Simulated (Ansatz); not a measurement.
## SbSe2: computed properties

Computed with Ansatz 0.2.0, DFT PBE, scalar-relativistic, plane waves, PAW.

Cutoff 420 eV; k points 12×12×8 on the computed 3-atom cell (Γ-centred); Gaussian smearing, width 0.10 eV; no spin polarisation.

The structure is relaxed at this level of theory with its symmetry kept, and needn't be the ground state of this composition.

```
Sb Se
1.0
     3.89229    0.00000    0.00000
    -1.94614    3.37082    0.00000
     0.00000    0.00000    6.60031
Sb Se
1 2
Cartesian
  0.0000 0.0000 0.0000
  1.9461 1.1236 4.9259
  0.0000 2.2472 1.6744
```

| Property | Result |
| --- | --- |
| Space group | P-3m1 (No. 164) |
| Volume per atom | 28.87 Å³ |
| Formation energy from the elements' standard states (uncorrected) | -0.150 eV/atom |
| Kohn–Sham band gap | none (metal) |
| Density of states at the Fermi level | 1.9 states/eV per cell |
| Orbital (Löwdin) character within 0.5 eV of the Fermi level | Se 4p 76 %, Sb 5s 19 % |
| Bader charge by site (e) | Sb (1 in the cell) 1.02, Se (2 in the cell) -0.51 |

Spin-orbit coupling is left out, which matters for the bands of heavy elements. The cell holds layers, chains or molecules and no dispersion correction was added, so their binding is poorly described.

The cell was found from a structure generator's guess, not taken from experiment. Löwdin shares on free-atom orbitals overweight diffuse shells.
